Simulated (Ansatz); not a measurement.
Ni3Sn2:
```
Ni3Sn2
1.0
    7.05533     0.00000     0.00000
    0.00000     5.14592     0.00000
    0.00000     0.00000     8.07708
Ni Sn
12 8
Cartesian
  6.40577   3.85944   3.01116
  0.64956   1.28648   5.06591
  4.17723   1.28648   7.04970
  2.87810   3.85944   1.02738
  1.65070   5.12302   3.03112
  5.40463   0.02290   5.04595
  1.87696   0.02290   7.06966
  5.17837   5.12302   1.00741
  5.17837   2.59586   1.00741
  1.87696   2.55006   7.06966
  5.40463   2.55006   5.04595
  1.65070   2.59586   3.03112
  3.94843   3.85944   3.27086
  3.10690   1.28648   4.80622
  6.63457   1.28648   7.30939
  0.42076   3.85944   0.76768
  0.68871   3.85944   5.18292
  6.36662   1.28648   2.89415
  2.83896   1.28648   1.14438
  4.21637   3.85944   6.93269
```

Relaxed with PBEsol. Special points in fractions of this cell's reciprocal vectors: Γ (0.000, 0.000, 0.000); X (0.500, 0.000, 0.000); S (0.500, 0.500, 0.000); Y (0.000, 0.500, 0.000); Z (0.000, 0.000, 0.500); U (0.500, 0.000, 0.500); R (0.500, 0.500, 0.500); T (0.000, 0.500, 0.500).

Question: List the band energies nearest the Fermi level at these points for the program Ansatz at the PBEsol with spin–orbit coupling level (PAW).

Answer: In eV from the Fermi level; about four levels below and three above (degenerate sets whole), none deeper than 8.9 eV; points with the same levels are listed once.

```tsv
k	below	above
Γ	-0.48 -0.48 -0.08 -0.08	0.07 0.07 0.19 0.19
X	-0.05 -0.05 -0.05 -0.05	0.10 0.10 0.10 0.10
S	-0.79 -0.79 -0.79 -0.79 -0.79 -0.79 -0.79 -0.79	0.07 0.07 0.07 0.07 0.07 0.07 0.07 0.07
Y	-0.02 -0.02 -0.02 -0.02	1.23 1.23 1.23 1.23
Z	-0.02 -0.02 -0.02 -0.02	0.06 0.06 0.06 0.06
U	-0.01 -0.01 -0.01 -0.01	1.96 1.96 1.96 1.96
R	-0.10 -0.10 -0.10 -0.10 -0.10 -0.10 -0.10 -0.10	0.35 0.35 0.35 0.35
T	-0.05 -0.05 -0.05 -0.05	0.81 0.81 0.81 0.81
```

Space group Pnma. The workflow started from a Materials Project entry (that database holds measured and hypothetical structures alike); the Crystallography Open Database files this formula in space group No. 62, but the cells were not matched. Its standing as an ambient phase is unchecked. Symmetry was held in the PBEsol relaxation; its stability against distortions is not shown here. The run is not spin-polarised.

Potentials: the later of the program's two PAW sets.
